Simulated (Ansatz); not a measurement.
In$_{2}$Ag:
Space group I4/mcm (No. 140); a = b = 6.8526 Å, c = 5.5519 Å, α = β = γ = 90.00°

```csv
atom,site,symmetry,x,y,z
In,8h,m.2m,0.3448,0.1552,0.0000
Ag,4a,422,0.0000,0.0000,0.2500
```
(The calculation used a cell of 6 atoms; values per cell refer to that cell.)

Relaxed at zero pressure with plane-wave PAW PBEsol (Ansatz code).

Q: The volume is lowered by 3 % and shape and atoms relax at that volume. What pressure results, and how do the axes share the change?

A: 2.2 GPa; a -1.0 %, b -1.0 %, c -0.9 %; the energy rises by 4 meV/atom.

Q: Give the new structure.

A: 
Space group I4/mcm (No. 140); a = 6.7811 Å, b = 6.7811 Å, c = 5.4996 Å, α = 90.00°, β = 90.00°, γ = 90.00°

```tsv
atom	site	symmetry	x	y	z
In	8h	m.2m	0.3451	0.1549	0.0000
Ag	4a	422	0.0000	0.0000	0.2500
```

The phase is kept; no other phase was compared at this pressure.

The workflow started from an entry of the Crystallography Open Database (COD). Its standing as an ambient phase is unchecked. Symmetry was held in the PBEsol relaxation; whether a distortion lowers the energy is not shown. No spin polarisation was allowed. Axis ratios of metals converge slowly with the k-mesh, so a and c are less sure than the volume.

Potentials: the later of the program's two PAW sets.
